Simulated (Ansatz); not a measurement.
Si2Mo (MoSi2 or CaC2 type, I4/mmm) under volume change, PBE (plane waves, PAW; program Ansatz), shape and atoms relaxed at each volume.

| V (Å³/atom) | E − E(relaxed) (meV/atom) | P (GPa) |
|---|---|---|
| 12.357 | 83.1 | 23.70 |
| 12.764 | 34.8 | 14.48 |
| 13.171 | 8.2 | 6.66 |
| 13.579 | 0.0 | 0.00 |
| 13.986 | … | … |
| 14.394 | 28.0 | -10.43 |
| 14.801 | … | … |

Question: Complete the blanks.

Answer: 
- 14.801, E − E(relaxed) (meV/atom): 59.8
- 14.801, P (GPa): -14.47
- 13.986, E − E(relaxed) (meV/atom): 7.4
- 13.986, P (GPa): -5.65

Question: What does a third-order Birch–Murnaghan fit give for V₀, B₀ and B′?

Answer: V₀ = 13.58 Å³/atom, B₀ = 204 GPa, B′ = 4.5.

Symmetry was held in the PBE relaxation. No spin polarisation was allowed.

Potentials: the later of the program's two PAW sets.
